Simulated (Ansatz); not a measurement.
# Au: from a starting cell to a relaxed one

The start is a relaxed Au cell, doubled along one cell vector, shaken by Gaussian noise of σ = 0.08 Å a coordinate. The structure is fully relaxed (lattice and positions, P = 0) with r2SCAN (plane waves to 500 eV, PAW, scalar-relativistic; Ansatz, a first-principles code). First-step values are on the input's coarse k-mesh.

Ansatz input (later rounds restart from its end on a renewed k-mesh):
Ansatz 0.2 input:
```yaml
crystal:
  lattice:
    - [-1.7520350854, 1.7520350854, 1.4433301138]
    - [1.7520350854, -1.7520350854, 1.4433301138]
    - [3.5040701708, 3.5040701708, -2.8866602276]
  atoms:
    - { symbol: Au, position: [0.0008321768, -0.037663924, 0.0026485084] }
    - { symbol: Au, position: [0.0234839159, 0.0089836666, 0.5026213753] }
basis: { ecutwfc: 500, ecutrho_ratio: 4, xc_grid: 4, fft_grid_basis: typed }
kpoints: { mp_grid: { grid: [14, 14, 7] } }
hamiltonian:
  xc: r2scan
  dispersion: none
  pseudopotentials: { azcp: { folder: ./paw }, kind: paw }
scf: { occupations: { method: fermi_dirac, width: 0.05 } }
relax: { f_tol: 0.01, max_steps: 100, cell: { stress_tol: 0.02 } }
output: { forces: true, stress: true }
```

By how much does the energy per atom fall from start to end?

0.01 eV/atom.

Does it find its way back to the structure it was made from?

The parent structure is recovered, I4/mmm (No. 139).

It ends as:

Space group I4/mmm (No. 139); a = b = 3.4817 Å, c = 2.9181 Å, α = β = γ = 90.00°

```
atom  site  symmetry       x       y       z
----  ----  --------  ------  ------  ------
Au      2a     4/mmm  0.0000  0.0000  0.0000
```
(The calculation used a cell of 1 atom; values per cell refer to that cell.)

Final values are on a 21×21×21 k-mesh of the relaxed cell. No spin polarisation in the result.

The run could not lose the symmetry of its start: the end is stationary, and may be a saddle point rather than a minimum.

The relaxed structure here is a generated cell of Au: the first start was made by placing the elements on the sites of a structure type, and the end was not matched to a known phase here, so it may be hypothetical. Known forms of Au include space group No. 225.
